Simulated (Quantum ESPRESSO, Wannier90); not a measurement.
# Wannier functions of ZrN (NiAs type)

```
begin unit_cell_cart
ang
    3.1872497973    0.0000000000    0.0000000000
   -1.5936248986    2.7602392926    0.0000000000
    0.0000000000    0.0000000000    5.4901700000
end unit_cell_cart
begin atoms_frac
Zr   0.3333333333 -0.3333333333  0.2500000000
Zr  -0.3333333333  0.3333333333 -0.2500000000
N    0.0000000000  0.0000000000  0.0000000000
N    0.0000000000  0.0000000000  0.5000000000
end atoms_frac
```

Cell from Materials Project (mp-1093992), symmetrised, no further relaxation. Not found in the COD (Crystallography Open Database) copy used, which has the formula in other groups; not checked further. Method: PBEsol plane waves in Quantum ESPRESSO 7.5 (PseudoDojo norm-conserving files, 68 Ry, spinors with spin-orbit coupling), Bloch states on a 6×6×4 mesh through Γ, Wannier90 4.0.1. Density: 12×12×6 mesh, cold smearing 0.01 Ry.

A tight-binding model is made by disentanglement and projection with no localisation steps (num_iter = 0), so the 32 orbitals stay atom-like: hydrogen-like Zr: d; N: p, axes along x, y, z; frozen window up to 1.50 eV relative to the Fermi level. It follows pw.x to 8.2 meV rms for states up to 1.0 eV relative to the Fermi level. Matrix elements depend on this choice of orbitals and windows.

The 20 largest hoppings ⟨m,0|H|n,R⟩ between different sites (one of each Hermitian pair; signs follow the real orbitals' lobes; the list may end inside a set of equal values):

```csv
m,n,R,distance of the centres (Å),t (eV),Im t (eV)
Zr2 dyz↑,N3 py↑,0 1 0,2.31,1.694,0.000
Zr2 dyz↑,N4 py↑,0 1 -1,2.31,-1.694,0.000
N4 py↓,Zr1 dyz↓,0 1 0,2.31,1.694,0.000
N3 py↓,Zr1 dyz↓,0 1 0,2.31,-1.694,0.000
Zr2 dyz↓,N4 py↓,0 1 -1,2.31,-1.694,0.000
Zr2 dyz↓,N3 py↓,0 1 0,2.31,1.694,0.000
N3 py↑,Zr1 dyz↑,0 1 0,2.31,-1.694,0.000
N4 py↑,Zr1 dyz↑,0 1 0,2.31,1.694,0.000
N3 px↓,Zr2 dxz↓,0 0 0,2.30,1.099,0.001
N4 px↓,Zr2 dxz↓,0 0 1,2.30,-1.099,-0.001
N3 px↓,Zr2 dxz↓,1 0 0,2.30,1.099,-0.001
Zr1 dxz↑,N3 px↑,1 0 0,2.30,-1.099,0.001
N3 px↑,Zr1 dxz↑,0 0 0,2.30,-1.099,0.001
N3 px↑,Zr2 dxz↑,0 0 0,2.30,1.099,-0.001
N3 px↑,Zr2 dxz↑,1 0 0,2.30,1.099,0.001
N3 px↓,Zr1 dxz↓,0 0 0,2.30,-1.099,-0.001
Zr1 dxz↑,N4 px↑,1 0 0,2.30,1.099,-0.001
Zr1 dxz↓,N3 px↓,1 0 0,2.30,-1.099,-0.001
N4 px↓,Zr2 dxz↓,1 0 1,2.30,-1.099,0.001
N4 px↑,Zr1 dxz↑,0 0 0,2.30,1.099,-0.001
```
